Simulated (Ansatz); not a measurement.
Consider the following.

GaBiN₂:
Space group P3m1 (No. 156); a = 3.3267 Å, b = 3.3267 Å, c = 6.5484 Å, α = 90.00°, β = 90.00°, γ = 120.00°

```csv
atom,site,symmetry,x,y,z
Bi,1b,3m.,0.3333,0.6667,0.9959
N,1b,3m.,0.3333,0.6667,0.4484
Ga,1c,3m.,0.6667,0.3333,0.5063
N,1c,3m.,0.6667,0.3333,0.8194
```

This is the PBEsol-relaxed structure.

### Question
All from DFT-PBEsol in the program Ansatz with PAW potentials, unless another level is named. Predict the highest zone-centre frequency.

### Answer
16.95 THz.

### Question
Next, the bulk modulus (Birch–Murnaghan fit)?

### Answer
666 kbar.

The start of the workflow was typed in or built on a structure type; neither database checked (COD, Materials Project) lists it. Its standing as an ambient phase is unchecked. Symmetry was held in the PBEsol relaxation; whether a distortion lowers the energy is not shown. The volume moved by 23 % from the start of the relaxation. Its formation energy is positive at this level, so the cell may be metastable or incomplete. As this level gives no gap, phonon frequencies hold no LO–TO term and depend on the k-mesh and smearing (Fermi–Dirac, 0.1 eV here). Spin–orbit coupling is left out wherever it is not named.

Potentials: the earlier of the program's two PAW sets. The files were generated under PBE; for other functionals the program regenerates the frozen cores, and for LDA and PBEsol the local potential too.
